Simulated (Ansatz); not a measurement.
Given:

SnGe:
```cif
data_Ge4Sn4
_chemical_formula_sum 'Sn4 Ge4'
_space_group_name_H-M_alt 'Fm-3m'
_space_group_IT_number 225
_space_group_name_Hall '-F 4 2 3'
_cell_length_a 5.72437
_cell_length_b 5.72437
_cell_length_c 5.72437
_cell_angle_alpha 90.000
_cell_angle_beta 90.000
_cell_angle_gamma 90.000
loop_
_atom_site_label
_atom_site_type_symbol
_atom_site_symmetry_multiplicity
_atom_site_Wyckoff_symbol
_atom_site_fract_x
_atom_site_fract_y
_atom_site_fract_z
_atom_site_occupancy
Sn1 Sn 4 a 0.00000 0.00000 0.00000 1
Ge1 Ge 4 b 0.50000 0.50000 0.50000 1
```
(The calculation used a cell of 2 atoms; values per cell refer to that cell.)

This is the PBE+D3(BJ)-relaxed structure.

Problem. All from PBE+D3(BJ) in the plane-wave PAW code Ansatz, unless another level is named. Predict the electronic character.

Solution. metallic (no gap).

Problem. And the density of states at the Fermi level?

Solution. 0.52 states/eV per atom (mean over ±0.08 eV).

Problem. Give the gap with spin–orbit coupling.

Solution. none (metallic).

The cell is a constructed one: a structure type filled with these elements; neither database checked (COD, Materials Project) lists it. Its standing as an ambient phase is unchecked. Symmetry was held in the PBE+D3(BJ) relaxation; of distortions, only those at the zone centre were tested. Spin–orbit coupling is left out wherever it is not named.

Potentials: the later of the program's two PAW sets.
